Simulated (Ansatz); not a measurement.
Consider a crystal of Na2Sb in space group Fm-3m (No. 225), with Na on 8c; Sb on 4b.

Theory: DFT PBE, scalar-relativistic, plane waves, PAW (Ansatz 0.2.0). Cutoff 420 eV, Γ-centred mesh, Gaussian smearing, no spin polarisation.

Formation energies are uncorrected and refer to the elements' standard structures at the same level.

Problem. Which cell and coordinates does it relax to?

Solution.

Space group Fm-3m (No. 225). a = 7.415 Å, b = 7.415 Å, c = 7.415 Å, α = 90.00°, β = 90.00°, γ = 90.00°
```csv
atom,site,symmetry,x,y,z
Na,8c,-43m,0.2500,0.7500,0.7500
Sb,4b,m-3m,0.5000,0.0000,0.0000
```

It has the anti-fluorite type. Around Na lie 4 Sb at 3.21 Å and 6 Na at 3.71 Å; Sb has 8 Na at 3.21 Å.

Problem. And its energy and gap?

Solution. The energy over the elements is −0.21 eV/atom. The gap on the 12×12×12 mesh of the 3-atom cell is 0 eV (a metal).

The last run used Gaussian smearing of 0.10 eV. Spin–orbit coupling, which can matter for Sb, is left out. The cell is a metal run without spin; a magnetic state may lie lower. A structure relaxed within its symmetry needn't be a true minimum. Another cell of Na2Sb relaxed alike, in P4/mmm, lies 122 meV/atom lower, so this cell isn't the stable form at this level.
